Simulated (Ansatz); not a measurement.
MgS:
```xyz
8
Lattice="10.4590 0.0000 0.0000 0.0000 3.6986 0.0000 0.0000 0.0000 3.6977" Properties=species:S:1:pos:R:3 pbc="T T T"
Mg     1.3074     0.9246     0.9250
Mg     3.9221     2.7739     2.7738
Mg     9.1516     2.7739     2.7727
Mg     6.5368     0.9246     0.9238
S      9.1515     0.9246     0.9235
S      6.5369     2.7739     2.7723
S      1.3074     2.7739     2.7742
S      3.9221     0.9246     0.9253
```

Relaxed with PBE. Special points in fractions of this cell's reciprocal vectors: Γ (0.000, 0.000, 0.000); X (0.500, 0.000, 0.000); S (0.500, 0.500, 0.000); Y (0.000, 0.500, 0.000); Z (0.000, 0.000, 0.500); U (0.500, 0.000, 0.500); R (0.500, 0.500, 0.500); T (0.000, 0.500, 0.500).

Task: List the band energies nearest the valence-band maximum at these points for the program Ansatz at the PBE level (PAW).

Result: In eV from the valence-band maximum; about four levels below and three above (degenerate sets whole), none deeper than 8.9 eV; points with the same levels are listed once.

```csv
k,below,above
Γ,-0.95 -0.95 -0.95 -0.95 0.00 0.00 0.00,2.76 3.60 4.43
X,-0.32 -0.32 -0.32 -0.32,3.39 3.39 4.74 4.74 4.74 4.74
S,-0.59 -0.59 -0.59 -0.59,5.31 5.31 5.31 5.31
Y,-0.57 -0.57 -0.57 -0.57,4.53 4.53 5.66 5.66
Z,-0.57 -0.57 -0.57 -0.57,4.52 4.52 5.66 5.66
U,-0.60 -0.60 -0.59 -0.59,5.31 5.31 5.31 5.31
R,-2.01 -2.01 -2.01 -2.01,3.76 3.76 3.76 3.76
T,-1.65 -1.65 -1.64 -1.64,2.76 2.76 4.43 4.43
```

Space group Fm-3m (rock salt). Symmetry was held in the PBE relaxation. Point labels and valley counts follow the cell and symmetry of the run, lower than the named group.

Potentials: the later of the program's two PAW sets.
